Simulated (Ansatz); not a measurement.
**Contact hyperfine fields in Co₂Si**

Cell: a COD entry whose atoms were relaxed with PBE, the cell held.

Space group Pnma (No. 62); a = 4.9180, b = 3.7380, c = 7.1090 Å.

| site | Wyckoff | site symmetry | x | y | z |
| --- | --- | --- | --- | --- | --- |
| Co1 | 4c | .m. | 0.9647 | 0.7500 | 0.2169 |
| Co5 | 4c | .m. | 0.8263 | 0.7500 | 0.5638 |
| Si | 4c | .m. | 0.2953 | 0.7500 | 0.6067 |

One atom of each set is listed.

Computed with Ansatz: DFT, r2SCAN, plane waves and PAW, scalar-relativistic, collinear spin, 500 eV cutoff, Γ-centred 9×12×6 k-points, Fermi–Dirac smearing 0.05 eV. Start moments as typed (μB): 3 on each Co, none on the rest.

B_c = (2μ₀/3)μB(ρ↑ − ρ↓), with the spin density averaged over the Thomson radius around the nucleus, 7.77 T per e/Å³, positive along the up direction of the run. The valence column is what the valence and semicore waves of the PAW files give as listed; the rest comes from solving these waves and the inner shells again in each spin's potential.

(1) What moments and contact fields does each site carry?

## Answers

(1) The cell's net moment is 6.34 μB; the site moments, counted in spheres around the atoms, add up to 7.08 μB, and the difference lies between the spheres. One atom of each set is listed.

```json
{"site": "Co1", "m (μB)": "1.14", "B_c (T)": "-11.9", "valence column (T)": "11.8", "rest (T)": "-23.7"}
{"site": "Co5", "m (μB)": "0.69", "B_c (T)": "-11.9", "valence column (T)": "2.6", "rest (T)": "-14.5"}
{"site": "Si", "m (μB)": "-0.06", "B_c (T)": "-3.0", "valence column (T)": "-2.9", "rest (T)": "-0.1"}
```

On Co1 the field amounts to -10.4 T per μB of the site's moment: core polarisation sets it against the moment.

At this cell the r2SCAN pressure is -9 GPa, so with r2SCAN the cell would shrink if it were relaxed. The entry's cell may itself be off. The program didn't check the stability of this electronic state in full, so a lower one may lie near. The magnetic order is the one that the run reached from its start moments, not necessarily the measured one. The run finds no gap above 0.1 eV, so moments and fields hang on the k-mesh and the smearing. Semilocal functionals underestimate the core's part of the field; in a metal the conduction electrons' part and a positive orbital field can offset that, so a measured field can be larger or smaller. Orbital and dipolar fields are left out.
